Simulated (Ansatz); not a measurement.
**Profile along the Mg–Mg line in Mg (hcp, Mg type)**

Mg (hcp, Mg type)

```cif
data_Mg2
_chemical_formula_sum 'Mg2'
_space_group_name_H-M_alt 'P 1'
_space_group_IT_number 1
_cell_length_a 3.18642
_cell_length_b 3.18642
_cell_length_c 5.22378
_cell_angle_alpha 90.000
_cell_angle_beta 90.000
_cell_angle_gamma 120.000
loop_
_space_group_symop_operation_xyz
  'x, y, z'
loop_
_atom_site_label
_atom_site_type_symbol
_atom_site_fract_x
_atom_site_fract_y
_atom_site_fract_z
_atom_site_occupancy
Mg1 Mg 0.33333 0.66667 0.75000 1
Mg2 Mg 0.66667 0.33333 0.25000 1
```

Fields along a shortest Mg–Mg line of a (0001) plane (3.19 Å), from Mg to Mg, interpolated on the slice's grid (step about 0.2 Å). Calculation: PBE (plane waves to 420 eV, PAW, scalar-relativistic; Ansatz, a quantum-chemistry and plane-wave program). k mesh 17×17×9. Near the nuclei the fields are pseudised (PAW); where an atom keeps semicore shells as valence, they peak there. Mg was relaxed with its symmetry unable to fall.

```json
[
 {"distance from Mg (Å)": "0.00", "valence electron density (e/Å³)": "31.43", "electron localisation function": "x"},
 {"distance from Mg (Å)": "0.32", "valence electron density (e/Å³)": "14.82", "electron localisation function": "x"},
 {"distance from Mg (Å)": "0.64", "valence electron density (e/Å³)": "1.16", "electron localisation function": "0.33"},
 {"distance from Mg (Å)": "0.96", "valence electron density (e/Å³)": "0.13", "electron localisation function": "0.06"},
 {"distance from Mg (Å)": "1.28", "valence electron density (e/Å³)": "0.10", "electron localisation function": "0.38"},
 {"distance from Mg (Å)": "1.59", "valence electron density (e/Å³)": "0.10", "electron localisation function": "0.58"},
 {"distance from Mg (Å)": "1.91", "valence electron density (e/Å³)": "0.10", "electron localisation function": "0.38"},
 {"distance from Mg (Å)": "2.23", "valence electron density (e/Å³)": "0.13", "electron localisation function": "0.06"},
 {"distance from Mg (Å)": "2.55", "valence electron density (e/Å³)": "1.16", "electron localisation function": "0.33"},
 {"distance from Mg (Å)": "2.87", "valence electron density (e/Å³)": "14.82", "electron localisation function": "x"},
 {"distance from Mg (Å)": "3.19", "valence electron density (e/Å³)": "31.43", "electron localisation function": "x"}
]
```

x: too close to a nucleus for the ELF to mean much.

Density on the Mg–Mg line (3.19 Å) at its midpoint: 0.10 e/Å³. ELF at that point: 0.58. ELF maximum in the middle third of the Mg–Mg line: 0.58, 1.6 Å from Mg.
